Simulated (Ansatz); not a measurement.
**K6MgSb2S8, one structure, two calculations**

Cell: a Materials Project structure (computed, not necessarily an observed phase), taken as it stands.

```xyz
17
Lattice="8.0720 0.0000 0.0000 0.2722 8.2907 0.0000 2.7436 0.2585 8.0309" Properties=species:S:1:pos:R:3 pbc="T T T"
K     7.4241    8.2359    6.0134
K     4.4730    4.0355    2.3621
K     8.6161    5.2682    1.9708
K     3.6871    8.2746    5.6637
K     4.3462    3.8135    6.3230
K     5.8459    0.0667    1.2606
Mg    7.9005    1.8144    3.3223
Sb    8.1881    4.4765    6.0098
Sb    2.3230    0.6005    1.5956
S     5.6062    1.6251    3.9188
S     6.5440    5.5418    4.6681
S     0.3748    1.9574    0.8491
S     9.6018    6.0055    7.1655
S     9.4569    7.9488    3.5086
S     9.6191    3.3110    4.4655
S     2.7011    6.9073    0.2203
S     7.2220    2.9524    7.5403
```

Atoms are numbered from 1 in the order listed; like atoms form one site, named after its first atom.

First run. Level of theory: DFT, PBE, plane waves and PAW, scalar-relativistic, 420 eV cutoff, Γ-centred 5×4×4 k-points, Fermi–Dirac smearing 0.05 eV (Ansatz 0.2.0).

```
site  atom  V_zz (10²¹ V/m²)     η
  K3     3              2.06  0.13
  K4     4              2.67  0.35
  K5     5             -1.53  0.78
  K6     6             -1.83  0.98
  Mg     7             -1.98  0.17
 Sb8     8              4.74  0.50
 Sb9     9             -24.3  0.36
 S10    10              4.32  0.08
 S12    12             12.42  0.42
 S13    13              20.9  0.05
 S14    14             13.67  0.29
 S15    15             17.89  0.28
 S16    16             14.11  0.22
 S17    17              22.1  0.11
```

Second run. The same atoms and settings, except that the functional is r2SCAN and the cutoff is 500 eV.

Task: What does the second run give?

Result: 

```tsv
site	atom	V_zz	η	change of V_zz
K3	3	2.11	0.13	+0.05
K4	4	2.81	0.32	+0.14
K5	5	-1.57	0.82	-0.04
K6	6	-1.96	0.99	-0.13
Mg	7	-2.04	0.16	-0.06
Sb8	8	4.94	0.49	+0.20
Sb9	9	-26.1	0.34	-1.83
S10	10	4.12	0.12	-0.20
S12	12	12.68	0.40	+0.26
S13	13	20.8	0.05	-0.14
S14	14	13.82	0.29	+0.15
S15	15	17.84	0.26	-0.05
S16	16	14.33	0.23	+0.22
S17	17	22.0	0.11	-0.11
```

The largest change of V_zz is on Sb9, from -24.3 to -26.1. In per cent, |V_zz| changes by +3 to +7 on K, +3 on Mg, +4 to +8 on Sb, -4 to +2 on S (all sites that start above 0.5). The table leaves out 3 of the 17 sites, with |V_zz| up to 21.70; their tensors move by 0.14 at most along any direction. The statements above cover all sites.

Without spin–orbit coupling (the program notes it for Sb) the gradients are little affected as a rule: paired runs on crystals with a gap mostly move them by under 2 % at such atoms. With these PAW files V_zz is typically within 2 to 3 % of all-electron values, but misses above 10 % occur on Sb.
For the second run: The largest force is 0.3 eV/Å, so the atoms aren't at the calculated equilibrium and relaxing them would move these values.
